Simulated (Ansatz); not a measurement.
Rh:
```xyz
1
Lattice="0.0000 1.8967 1.8967 1.8967 0.0000 1.8967 1.8967 1.8967 0.0000" Properties=species:S:1:pos:R:3 pbc="T T T"
Rh     0.0000     0.0000     0.0000
```

Relaxed with PBE+D3(BJ). Special points in fractions of this cell's reciprocal vectors: Γ (0.000, 0.000, 0.000); X (0.500, 0.000, 0.500); U (0.625, 0.250, 0.625); K (0.375, 0.375, 0.750); L (0.500, 0.500, 0.500); W (0.500, 0.250, 0.750).

Q: List the band energies nearest the Fermi level at these points for plane-wave PAW PBE+D3(BJ) (Ansatz code).

A: In eV from the Fermi level; about four levels below and three above (degenerate sets whole), none deeper than 8.9 eV; … stands for higher levels left out; points with the same levels are listed once.

| k | below | above |
|---|---|---|
| Γ | -8.03 -3.13 -3.13 -3.13 | … |
| X | -6.40 -6.03 | 0.54 0.99 0.99 |
| U | -5.58 -4.83 -2.09 -0.71 | 0.37 … |
| L | -6.19 -3.21 -3.21 | 0.57 0.57 … |
| W | -5.09 -3.85 -3.85 -1.23 | 1.00 … |

Space group Fm-3m (fcc (Cu type)). Symmetry was held in the PBE+D3(BJ) relaxation. The run is not spin-polarised. The pairwise dispersion correction was not fitted to metals. Spin–orbit coupling is left out wherever it is not named.

Potentials: the later of the program's two PAW sets.
